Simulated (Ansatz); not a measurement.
ZrPbO₃ in space group R3c (No. 161; Pb on 6a, Zr on 6a, O on 18b), DFT-PBE in the program Ansatz with PAW potentials. The conduction-band minimum lies at F, with 3 equivalent valleys. Second derivatives d²E/dk² of the lowest band at one valley (eV·Å²), along Cartesian directions:

| direction | d²E/dk² |
|---|---|
| [100] | 21.07 |
| [010] | 17.68 |
| [001] | 18.72 |
| [110] | 22.31 |
| [101] | 14.66 |
| [011] | 15.18 |

Problem. Find the principal effective masses, the density-of-states mass and the conductivity mass.

Solution. Off-diagonal terms follow from H_xy = H[110] − (H_xx + H_yy)/2, and m*/mₑ = 7.620 eV·Å² over each eigenvalue: 0.28, 0.48, 0.53. One valley's DOS mass (m₁m₂m₃)^(1/3) = 0.41, conductivity mass 3/(Σ 1/mᵢ) = 0.40 mₑ.

Problem. What effective density of states Nc follows at 300 K for parabolic valleys?

Solution. Nc = 2.509e19 × 3 × (0.41)^(3/2) ≈ 2.0e19 cm⁻³.

The start of the workflow was typed in or built on a structure type; neither database checked (COD, Materials Project) lists it. COD files the formula under space group No. 38, 55. Whether it is the stable phase at ambient conditions was not checked. Symmetry was held in the PBE relaxation; its stability against distortions is not shown here. The run is not spin-polarised. Spin–orbit coupling is left out wherever it is not named.

Potentials: the earlier of the program's two PAW sets.

Edges and masses are those of Kohn–Sham bands, whose gap is no quasiparticle gap.
